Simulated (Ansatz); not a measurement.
GeS:
```cif
data_Ge4S4
_chemical_formula_sum 'Ge4 S4'
_space_group_name_H-M_alt 'Pnma'
_space_group_IT_number 62
_space_group_name_Hall '-P 2ac 2n'
_cell_length_a 10.19255
_cell_length_b 3.64210
_cell_length_c 4.09027
_cell_angle_alpha 90.000
_cell_angle_beta 90.000
_cell_angle_gamma 90.000
loop_
_space_group_symop_operation_xyz
  'x, y, z'
  '-x, -y, -z'
  '-x+1/2, -y, z+1/2'
  'x+1/2, y, -z+1/2'
  'x+1/2, -y+1/2, -z+1/2'
  '-x+1/2, y+1/2, z+1/2'
  '-x, y+1/2, -z'
  'x, -y+1/2, z'
loop_
_atom_site_label
_atom_site_type_symbol
_atom_site_symmetry_multiplicity
_atom_site_Wyckoff_symbol
_atom_site_fract_x
_atom_site_fract_y
_atom_site_fract_z
_atom_site_occupancy
Ge1 Ge 4 c 0.11869 0.25000 0.11878 1
S1 S 4 c 0.35293 0.25000 0.00660 1
```

Relaxed with LDA. DFT-LDA in the program Ansatz with PAW potentials gives a gap of 0.70 eV.

What gap does HSE06 give on the same cell (Ansatz, PAW)?

1.24 eV, 0.54 eV more. The hybrid was solved on a coarser mesh and at special points; its gap is the smallest among all of these.

```csv
k,v1 LDA,c1 LDA,v1 HSE06,c1 HSE06
Γ,-0.32,0.70,-0.42,1.24
X,-0.57,2.25,[?],[?]
Z,-0.30,1.45,-0.19,2.02
U,-0.30,1.35,[?],[?]
Y,-1.18,1.19,-1.34,1.73
S,-1.54,1.69,[?],[?]
T,-1.72,3.03,-2.03,3.75
R,-1.71,2.58,[?],[?]
```

Top valence (v1) and lowest conduction level (c1) in eV from each method's valence maximum (which need not be a listed point): supply the withheld HSE06 values.


- R, v1 HSE06: -2.04
- R, c1 HSE06: 3.23
- X, v1 HSE06: -0.74
- X, c1 HSE06: 2.88
- U, v1 HSE06: -0.21
- U, c1 HSE06: 1.91
- S, v1 HSE06: -1.71
- S, c1 HSE06: 2.29

Cost on shared cores: the LDA run (SCF on a 3×8×7 mesh, then bands and DOS) roughly 2.5 core-minutes, the HSE06 run (SCF on 2×5×4, then a few points) about 7 core-minutes (a rough figure); the tasks are unlike.

Symmetry was held in the LDA relaxation. A crystal of weakly bound layers computed without a dispersion correction: the cell and the soft elastic constants depend strongly on that. Scalar-relativistic: spin–orbit coupling is off unless named, which matters more the heavier the elements.

Potentials: the later of the program's two PAW sets.
